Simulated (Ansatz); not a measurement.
Relaxation of a generated cell, TaAs built in the AFLOW prototype AB_hP8_186_ab_ab (B5, as in SiC); 8 atoms in the cell, which starts as P6₃mc (No. 186), hP8; a = b = 3.754 Å, c = 12.288 Å, α = β = 90.00°, γ = 120.00°. Calculation: r2SCAN (plane waves to 500 eV, PAW, scalar-relativistic; Ansatz, a first-principles code). Γ-centred k-mesh 7×7×2 on the run's cell (coarser than for final values), Fermi–Dirac smearing 0.05 eV. This is the first round of the run. 

The optimiser's lines from the output (shortened; P is positive under compression):

```
relax step   1: F+E_penalty+E_count = -59230.74430681 eV  Δ(F+E_penalty+E_count) = +0.000e0 eV  max|allowed force component| = 7.493e-1 eV/Å  Δτ_max = 0.0000 Å  P = +44.975 GPa  Ω = 149.942 Å³  (11 SCF iters, dr2 threshold 1.00e-7 eV, accepted)
relax step   2: F+E_penalty+E_count = -59234.79867187 eV  Δ(F+E_penalty+E_count) = -4.054e0 eV  max|allowed force component| = 3.451e-1 eV/Å  Δτ_max = 0.0190 Å  P = +14.356 GPa  Ω = 172.894 Å³  (9 SCF iters, dr2 threshold 8.00e-7 eV, accepted)
relax step   3: F+E_penalty+E_count = -59235.56335686 eV  Δ(F+E_penalty+E_count) = -7.647e-1 eV  max|allowed force component| = 1.637e-1 eV/Å  Δτ_max = 0.0304 Å  P = +3.460 GPa  Ω = 186.294 Å³  (9 SCF iters, dr2 threshold 8.00e-7 eV, accepted)
relax step   4: F+E_penalty+E_count = -59235.71461123 eV  Δ(F+E_penalty+E_count) = -1.513e-1 eV  max|allowed force component| = 3.256e-1 eV/Å  Δτ_max = 0.0400 Å  P = -0.228 GPa  Ω = 191.277 Å³  (9 SCF iters, dr2 threshold 8.00e-7 eV, accepted)
relax step   5: F+E_penalty+E_count = -59235.99395788 eV  Δ(F+E_penalty+E_count) = -2.793e-1 eV  max|allowed force component| = 3.618e-1 eV/Å  Δτ_max = 0.0499 Å  P = -2.831 GPa  Ω = 192.677 Å³  (9 SCF iters, dr2 threshold 8.00e-7 eV, accepted)
relax step   6: F+E_penalty+E_count = -59236.33383564 eV  Δ(F+E_penalty+E_count) = -3.399e-1 eV  max|allowed force component| = 7.595e-1 eV/Å  Δτ_max = 0.0515 Å  P = -4.972 GPa  Ω = 191.218 Å³  (9 SCF iters, dr2 threshold 8.00e-7 eV, accepted)
relax step   7: F+E_penalty+E_count = -59236.88263648 eV  Δ(F+E_penalty+E_count) = -5.488e-1 eV  max|allowed force component| = 8.660e-1 eV/Å  Δτ_max = 0.0660 Å  P = -2.673 GPa  Ω = 179.449 Å³  (10 SCF iters, dr2 threshold 8.00e-7 eV, accepted)
relax step   8: F+E_penalty+E_count = -59237.14391919 eV  Δ(F+E_penalty+E_count) = -2.613e-1 eV  max|allowed force component| = 7.028e-1 eV/Å  Δτ_max = 0.0299 Å  P = +1.655 GPa  Ω = 167.176 Å³  (9 SCF iters, dr2 threshold 8.00e-7 eV, accepted)
relax step   9: F+E_penalty+E_count = -59237.15066576 eV  Δ(F+E_penalty+E_count) = -6.747e-3 eV  max|allowed force component| = 7.002e-1 eV/Å  Δτ_max = 0.0020 Å  P = +1.760 GPa  Ω = 166.703 Å³  (6 SCF iters, dr2 threshold 8.00e-7 eV, accepted)
relax step  10: F+E_penalty+E_count = -59237.22137883 eV  Δ(F+E_penalty+E_count) = -7.071e-2 eV  max|allowed force component| = 1.268e-1 eV/Å  Δτ_max = 0.0247 Å  P = +0.234 GPa  Ω = 166.066 Å³  (8 SCF iters, dr2 threshold 8.00e-7 eV, accepted)
relax step  11: F+E_penalty+E_count = -59237.22367819 eV  Δ(F+E_penalty+E_count) = -2.299e-3 eV  max|allowed force component| = 2.519e-2 eV/Å  Δτ_max = 0.0057 Å  P = +0.065 GPa  Ω = 165.566 Å³  (6 SCF iters, dr2 threshold 8.00e-7 eV, accepted)
relax step  12: F+E_penalty+E_count = -59237.22364858 eV  Δ(F+E_penalty+E_count) = +2.961e-5 eV  max|allowed force component| = 3.546e-2 eV/Å  Δτ_max = 0.0023 Å  P = -0.065 GPa  Ω = 165.612 Å³  (8 SCF iters, dr2 threshold 5.15e-8 eV, rejected (line search))
relax step  13: F+E_penalty+E_count = -59237.22377080 eV  Δ(F+E_penalty+E_count) = -9.260e-5 eV  max|allowed force component| = 1.160e-3 eV/Å  Δτ_max = 0.0010 Å  P = +0.006 GPa  Ω = 165.577 Å³  (10 SCF iters, accepted)
relax step  14: F+E_penalty+E_count = -59237.22378239 eV  Δ(F+E_penalty+E_count) = -1.160e-5 eV  max|allowed force component| = 9.183e-4 eV/Å  Δτ_max = 0.0002 Å  P = +0.001 GPa  Ω = 165.536 Å³  (6 SCF iters, dr2 threshold 2.42e-9 eV, accepted)
relax step  15: F+E_penalty+E_count = -59237.29801557 eV  Δ(F+E_penalty+E_count) = -7.423e-2 eV  max|allowed force component| = 1.051e-2 eV/Å  Δτ_max = 0.0000 Å  P = +0.593 GPa  Ω = 165.536 Å³  stress off target by 1.67e0 GPa  SCF on the basis re-selected at this cell (its energy is not comparable with the rows above)  (11 SCF iters)
relax step  16: F+E_penalty+E_count = -59237.30749546 eV  Δ(F+E_penalty+E_count) = -9.480e-3 eV  max|allowed force component| = 4.954e-2 eV/Å  Δτ_max = 0.0062 Å  P = -0.179 GPa  Ω = 165.047 Å³  (7 SCF iters, dr2 threshold 8.00e-7 eV, accepted)
relax step  17: F+E_penalty+E_count = -59237.30775685 eV  Δ(F+E_penalty+E_count) = -2.614e-4 eV  max|allowed force component| = 1.431e-2 eV/Å  Δτ_max = 0.0007 Å  P = +0.152 GPa  Ω = 164.544 Å³  (7 SCF iters, dr2 threshold 1.53e-7 eV, accepted)
relax step  18: F+E_penalty+E_count = -59237.30783881 eV  Δ(F+E_penalty+E_count) = -8.196e-5 eV  max|allowed force component| = 1.021e-3 eV/Å  Δτ_max = 0.0006 Å  P = -0.001 GPa  Ω = 164.806 Å³  (6 SCF iters, dr2 threshold 5.85e-8 eV, accepted)
relax step  19: F+E_penalty+E_count = -59237.30770029 eV  Δ(F+E_penalty+E_count) = +1.385e-4 eV  max|allowed force component| = 1.058e-3 eV/Å  Δτ_max = 0.0000 Å  P = -0.001 GPa  Ω = 164.806 Å³  stress off target by 6.16e-3 GPa  SCF on the basis re-selected at this cell (its energy is not comparable with the rows above)  (8 SCF iters)
```

From the first to the last row the energy changes by -0.82 eV/atom and the volume by +9.9 %. The last row is marked as not comparable with the walk above it, whose basis was carried along; it does compare with step 1, since both stand on a basis selected at the nominal cutoff for their own cell.

Energy and pressure jump between steps 14 and 15 at one geometry, where the plane-wave basis was selected anew. While the cell walks, the set of plane waves is carried along, so its effective cutoff drifts with the strain; re-selecting it at 500 eV moved the energy by -0.009 eV/atom and the pressure by 0.6 GPa. Only step 1 and rows on a re-selected basis compare with each other.

Step 12 was rejected by the optimiser.

Later rounds, restarted from the end of this one on a renewed k-mesh, logged 12 more steps and released under 0.01 eV/atom more. The final structure after all rounds: P6₃mc (No. 186), hP8; a = b = 3.383 Å, c = 16.616 Å, α = β = 90.00°, γ = 120.00°. Between re-selections the logged energies stand on a plane-wave basis carried along with the cell. No spin polarisation in the result.

The run could not lose the symmetry of its start: the end is stationary, and may be a saddle point rather than a minimum.

The relaxed structure here is a generated cell of TaAs: the first start was made by placing the elements on the sites of a structure type, and the end was not matched to a known phase here, so it may be hypothetical. Known forms of TaAs include space group No. 109.
